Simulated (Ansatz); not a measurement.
Relaxed-ion elastic tensor of Ag (dhcp (α-La type), P6_3/mmc) in GPa (Voigt order), PBEsol in the plane-wave PAW code Ansatz; density 10.74 g/cm³, 16.68 Å³ per atom.

```
 165   103  83.2   0.0   0.0   0.0
 103   165  83.2   0.0   0.0   0.0
83.2  83.2   193   0.0   0.0   0.0
 0.0   0.0   0.0  30.6   0.0   0.0
 0.0   0.0   0.0   0.0  30.6   0.0
 0.0   0.0   0.0   0.0   0.0  31.2
```

Task: Is the crystal mechanically stable?

Result: Yes: the smallest eigenvalue of C is 30.6 GPa.

Task: Work out the Voigt, Reuss and Hill averages.

Result: K_V = 118, K_R = 118, K_H = 118; G_V = 35.5, G_R = 33.8, G_H = 34.6 GPa.

Task: Give Young's modulus, Poisson's ratio, Pugh's ratio and the universal anisotropy index.

Result: E = 9KG/(3K + G) = 94.6 GPa; ν = 0.37; K/G = 3.41 (ductile by the Pugh limit of 1.75); A_U = 5G_V/G_R + K_V/K_R − 6 = 0.25.

Task: Estimate the sound speeds and the Debye temperature.

Result: v_l = √((K + 4G/3)/ρ) = 3910 m/s, v_t = √(G/ρ) = 1800 m/s, mean 2020 m/s; Θ = (h/k)(3n/4πV)^(1/3) v_m = 236 K.

Task: How much does each axis shrink under pressure?

Result: Linear compressibilities β_i = Σ_j S_ij (j = 1 to 3): x 2.9, y 2.9, z 2.7 per TPa.

The first step of the workflow began from a Materials Project structure, measured or hypothetical; the Crystallography Open Database files this formula in space group No. 194, but the cells were not matched. It is not the phase usual at ambient conditions (space group No. 225). The PBEsol relaxation kept the symmetry of its start; its stability against distortions is not shown here. No spin polarisation was allowed. As this level gives no gap, shear constants depend on the k-mesh and smearing (Fermi–Dirac, 0.1 eV here). On the denser mesh and wider smearing of the elastic run this cell carries a stress of 0.4 GPa.

Potentials: the later of the program's two PAW sets.
